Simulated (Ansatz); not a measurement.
All numbers below come from Ansatz, DFT PBE, scalar-relativistic, plane waves, PAW. All cells share a 420 eV cutoff and Γ-centred k meshes spaced at most about 0.3 Å⁻¹ (about 0.25 or finer for metals, 2π included). No spin polarisation in the final relaxations.

All energies are static (0 K, no zero-point motion). All come from trial cells, and lower structures may exist.

Task: Which of these relaxed structures of SnSe₅ is the lowest in energy?
A.

Space group P6/mmm (No. 191). a = 7.215 Å, b = 7.215 Å, c = 3.550 Å, α = 90.00°, β = 90.00°, γ = 120.00°
```json
{"atom": "Sn", "site": "1a", "symmetry": "6/mmm", "x": "0.0000", "y": "0.0000", "z": "0.0000"}
{"atom": "Se", "site": "2c", "symmetry": "-6m2", "x": "0.3333", "y": "0.6667", "z": "0.0000"}
{"atom": "Se", "site": "3g", "symmetry": "mmm", "x": "0.5000", "y": "0.0000", "z": "0.5000"}
```

B.

Space group P6/mmm (No. 191). a = 5.604 Å, b = 5.604 Å, c = 5.746 Å, α = 90.00°, β = 90.00°, γ = 120.00°
```tsv
atom	site	symmetry	x	y	z
Sn	1a	6/mmm	0.0000	0.0000	0.0000
Se	4h	3m.	0.3333	0.6667	0.1967
Se	1b	6/mmm	0.0000	0.0000	0.5000
```

C.

Space group P-62m (No. 189). a = 6.472 Å, b = 6.472 Å, c = 3.914 Å, α = 90.00°, β = 90.00°, γ = 120.00°
```csv
atom,site,symmetry,x,y,z
Sn,1b,-62m,0.0000,0.0000,0.5000
Se,2d,-6..,0.3333,0.6667,0.5000
Se,3f,m2m,0.0000,0.6504,0.0000
```

D.

Space group P-6m2 (No. 187). a = 3.825 Å, b = 3.825 Å, c = 11.543 Å, α = 90.00°, β = 90.00°, γ = 120.00°
| atom | site | symmetry | x | y | z |
| --- | --- | --- | --- | --- | --- |
| Sn | 1a | -6m2 | 0.0000 | 0.0000 | 0.0000 |
| Se | 2i | 3m. | 0.6667 | 0.3333 | 0.8460 |
| Se | 2g | 3m. | 0.0000 | 0.0000 | 0.6500 |
| Se | 1f | -6m2 | 0.6667 | 0.3333 | 0.5000 |

Result: D. It has space group P-6m2 (No. 187); the next, C, with space group P-62m (No. 189), lies 28 meV/atom higher. Counting Se atoms around Sn (those within 1.25 times the shortest such distance or 1.15 times the sum of covalent radii, 1.27 where that leaves under three; a plus sign parts nearer from farther groups), the lowest has Sn 6 and the next has Sn 6+6. Even the lowest lies +0.16 eV/atom against the elements.

For metals, differences of a few meV/atom aren't resolved. No dispersion correction is applied, so the spacing and binding between layers, chains or molecules are poorly described (P-6m2), and this can change margins and order among such cells. Cells relaxed within their symmetry can be saddle points. Some types were kept out of the candidates beforehand, so the set may lack a known form.
